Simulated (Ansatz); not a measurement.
Consider the following.

Ag:
```yaml
crystal:
  lattice:
    - [5.32924, 0.00000, 0.00000]
    - [-2.66462, 4.61525, 0.00000]
    - [0.00000, 0.00000, 5.20029]
  atoms:
    - { symbol: Ag, position: [0.00000, 0.00000, 0.25301] }
    - { symbol: Ag, position: [0.00000, 0.00000, 0.74699] }
    - { symbol: Ag, position: [0.33333, 0.66667, 0.50000] }
    - { symbol: Ag, position: [0.66667, 0.33333, 0.50000] }
    - { symbol: Ag, position: [0.00000, 0.50000, 0.00000] }
    - { symbol: Ag, position: [0.50000, 0.00000, 0.00000] }
    - { symbol: Ag, position: [0.50000, 0.50000, 0.00000] }
```

This is the r²SCAN-relaxed structure. Cartesian axes are those of the cell as given.

Question: All from DFT-r²SCAN in the program Ansatz with PAW potentials, unless another level is named. Give the bulk modulus (Birch–Murnaghan fit).

Answer: 91.8 GPa.

Question: Next, the elastic constants (relaxed ions, GPa)?

Answer: C11 = 140, C12 = 81.1, C13 = 52.8, C33 = 174, C44 = -72.8.

Space group P6/mmm. The start of the workflow was typed in or built on a structure type; neither database checked (COD, Materials Project) lists it. It is not the phase usual at ambient conditions (space group No. 225). The r²SCAN relaxation kept the symmetry of its start. At this level the phase is mechanically unstable. The run is not spin-polarised. As this level gives no gap, shear constants depend on the k-mesh and smearing (Fermi–Dirac, 0.1 eV here).

Potentials: the later of the program's two PAW sets.
